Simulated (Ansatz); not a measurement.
VBiO$_{4}$:
```xyz
12
Lattice="-3.6517 3.6517 3.2208 3.6517 -3.6517 3.2208 3.6517 3.6517 -3.2208" Properties=species:S:1:pos:R:3 pbc="T T T"
V      3.6517     0.0000     1.6104
V      0.0000     0.0000     3.2208
Bi     0.0000     0.0000     0.0000
Bi     0.0000     3.6517     1.6104
O      2.3294     3.6517     1.0892
O      3.6517    -1.3223     2.6996
O      1.3223     0.0000     4.3100
O      3.6517     1.3223     2.6996
O      2.3294     0.0000     0.5211
O      0.0000     1.3223     2.1315
O      4.9740     0.0000     0.5211
O      3.6517     2.3294    -1.0892
```

Relaxed with r²SCAN. Independent-particle spectrum: no excitons, no local fields, no scissors shift; 0.1 eV broadening; ε₁ of the summed bands alone.

**Question.** Tabulate the dielectric function from the program Ansatz at the r²SCAN level (PAW).

**Answer.** 

| E (eV) | ε₁ xx | ε₂ xx | ε₁ zz | ε₂ zz |
|---|---|---|---|---|
| 0.0 | 5.12 | 0.00 | 6.51 | 0.00 |
| 0.4 | 5.14 | 0.00 | 6.55 | 0.00 |
| 0.8 | 5.20 | 0.00 | 6.65 | 0.00 |
| 1.2 | 5.30 | 0.00 | 6.84 | 0.00 |
| 1.6 | 5.45 | 0.00 | 7.13 | 0.00 |
| 2.0 | 5.68 | 0.00 | 7.62 | 0.00 |
| 2.4 | 6.03 | 0.00 | 8.48 | 0.00 |
| 2.8 | 6.64 | 0.00 | 11.45 | 0.44 |
| 3.2 | 7.35 | 0.74 | 7.18 | 6.91 |
| 3.6 | 9.15 | 1.53 | 6.86 | 1.91 |
| 4.0 | 7.98 | 4.32 | 10.19 | 1.29 |
| 4.4 | 6.44 | 4.16 | 14.96 | 12.81 |
| 4.8 | 6.98 | 4.78 | 6.05 | 8.68 |
| 5.2 | 6.01 | 5.35 | 4.19 | 7.29 |
| 5.6 | 6.43 | 6.57 | 7.85 | 8.62 |
| 6.0 | 5.38 | 8.48 | 4.28 | 17.24 |
| 6.4 | 2.11 | 7.94 | -3.64 | 9.13 |
| 6.8 | 1.94 | 7.05 | -0.51 | 7.43 |
| 7.2 | 0.59 | 7.99 | -1.37 | 5.89 |
| 7.6 | -1.27 | 6.17 | -1.42 | 5.33 |
| 8.0 | -1.61 | 5.28 | -0.79 | 5.97 |
| 8.4 | -1.90 | 4.16 | -1.76 | 4.14 |
| 8.8 | -1.88 | 2.95 | -1.75 | 4.01 |
| 9.2 | -1.36 | 2.21 | -2.22 | 3.63 |
| 9.6 | -0.98 | 1.82 | -2.69 | 2.32 |
| 10.0 | -0.73 | 1.56 | -2.24 | 1.59 |
| 10.4 | -0.36 | 1.33 | -1.37 | 1.04 |
| 10.8 | 0.11 | 1.14 | -1.19 | 1.17 |
| 11.2 | 0.30 | 1.39 | -0.61 | 0.50 |
| 11.6 | 0.13 | 1.29 | -0.09 | 0.57 |
| 12.0 | 0.30 | 1.12 | 0.40 | 0.77 |

**Question.** From ε at 3.8 eV (xx: 8.84 + 3.33i), find n, k, the normal reflectivity and the absorption coefficient.

**Answer.** n = 3.02, k = 0.551, R = 27 %, α = 2kE/ħc = 210000 cm⁻¹.

With all bands, ε∞ without local fields is 5.35 (xx = yy), 6.72 (zz).

Space group I4_1/amd. The workflow started from a Materials Project entry (that database holds measured and hypothetical structures alike); the Crystallography Open Database files this formula in space group No. 141, but the cells were not matched. It is not the phase usual at ambient conditions (space group No. 88). The cell was relaxed with r²SCAN under the symmetry of its start; whether a distortion lowers the energy is not shown. No spin polarisation was allowed. No Hubbard U is applied. Spin–orbit coupling is left out wherever it is not named.

Potentials: the later of the program's two PAW sets.
